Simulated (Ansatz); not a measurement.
# MoW: computed property card

MoW:
```cif
data_MoW
_chemical_formula_sum 'Mo1 W1'
_space_group_name_H-M_alt 'Pm-3m'
_space_group_IT_number 221
_space_group_name_Hall '-P 4 2 3'
_cell_length_a 3.16016
_cell_length_b 3.16016
_cell_length_c 3.16016
_cell_angle_alpha 90.000
_cell_angle_beta 90.000
_cell_angle_gamma 90.000
loop_
_atom_site_label
_atom_site_type_symbol
_atom_site_symmetry_multiplicity
_atom_site_Wyckoff_symbol
_atom_site_fract_x
_atom_site_fract_y
_atom_site_fract_z
_atom_site_occupancy
Mo1 Mo 1 a 0.00000 0.00000 0.00000 1
W1 W 1 b 0.50000 0.50000 0.50000 1
```

Space group Pm-3m (No. 221), CsCl type; conventional cell a = 3.1602 Å, b = 3.1602 Å, c = 3.1602 Å, α = 90.00°, β = 90.00°, γ = 90.00°.

Method: the program Ansatz at the r²SCAN level (PAW). Structure relaxed to zero pressure with the same functional. Other levels are named where they apply.

**Cell and energy**

- Volume per atom: 15.78 Å³
- Density: 14.72 g/cm³
- Formation energy from the elements (no fitted shifts): -1.2 kJ/mol of atoms

**Electronic structure**

Electronic character: metallic (no gap)
Density of states at the Fermi level: 0.47 states/eV per atom (mean over ±0.08 eV)
Gap with spin–orbit coupling: none (metallic)

**Mechanics**

* **Bulk modulus (Birch–Murnaghan fit)**: 295 GPa
* **Pressure derivative B′**: 3.9
* **Elastic constants (relaxed ions, GPa)**: C11 = 526, C12 = 180, C44 = 128
* **Mechanical stability**: stable (all eigenvalues of C positive)
* **Hill bulk and shear moduli**: 295 and 144 GPa
* **Young's modulus**: 373 GPa
* **Poisson's ratio**: 0.29
* **Debye temperature from the elastic constants**: 415 K

**Charges**

* **Bader charges**: Mo +0.06, W -0.06 e

The start of the workflow was typed in or built on a structure type; neither database checked (COD, Materials Project) lists it. Whether it is the stable phase at ambient conditions was not checked. The cell was relaxed with r²SCAN under the symmetry of its start; its stability against distortions is not shown here. The run is not spin-polarised. As this level gives no gap, shear constants depend on the k-mesh and smearing (Fermi–Dirac, 0.1 eV here). The references are the lowest solids computed at this level, not always the standard phases. Scalar-relativistic: spin–orbit coupling is off unless named, which matters more the heavier the elements.

Potentials: the later of the program's two PAW sets.
